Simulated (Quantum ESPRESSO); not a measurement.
# How NMR parameters follow strain in MgI2 (P-3m1)

```xyz
3
Lattice="4.1957 0.0000 0.0000 -2.0978 3.6336 0.0000 0.0000 0.0000 7.1057" Properties=species:S:1:pos:R:3 pbc="T T T"
Mg     0.0000     0.0000     0.0000
I      0.0000     2.4224     1.6633
I      2.0978     1.2112     5.4424
```
The geometry is a computed Materials Project entry, not a measured one. It is MgI2 in P-3m1; whether this form has been observed was not checked. Stability against distortions was not tested. The layers lie 3.8 Å apart; this gap hangs on dispersion, and neither it nor the stacking was checked against the measured crystal.

Isotropic strain: all lattice vectors are scaled together, so the volume changes by about three times as much; fractional positions kept.

Method: shieldings by PBE GIPAW (a modified build of Quantum ESPRESSO, JTH PAW datasets), 20 Ha, k-mesh 7×7×4 shifted, f-sum rule met within 0.025 %. Values are those of the named site's first atom. Shieldings are absolute and leave out the bulk-susceptibility term; a larger σ means a smaller chemical shift. In our sweeps, cutoffs and meshes of this size left a few ppm, and up to some 20 ppm on atoms from Zn on. No spin–orbit coupling; I is the heaviest element present. The datasets of Mg, I hold no d projectors, which limits absolute σ on these atoms. Static lattice: thermal averaging is not included.

Unchanged cell: σ_iso Mg (ppm) = 552.9, σ_iso I (ppm) = 3843.5.

Problem. How do these values move along the path (lattice scale factor: 0.98, 1.02)?

Solution. 
```
lattice scale factor  σ_iso Mg (ppm)  σ_iso I (ppm)
--------------------  --------------  -------------
0.98                           551.3         3869.0
1                              552.9         3843.5
1.02                           554.9         3809.3
```
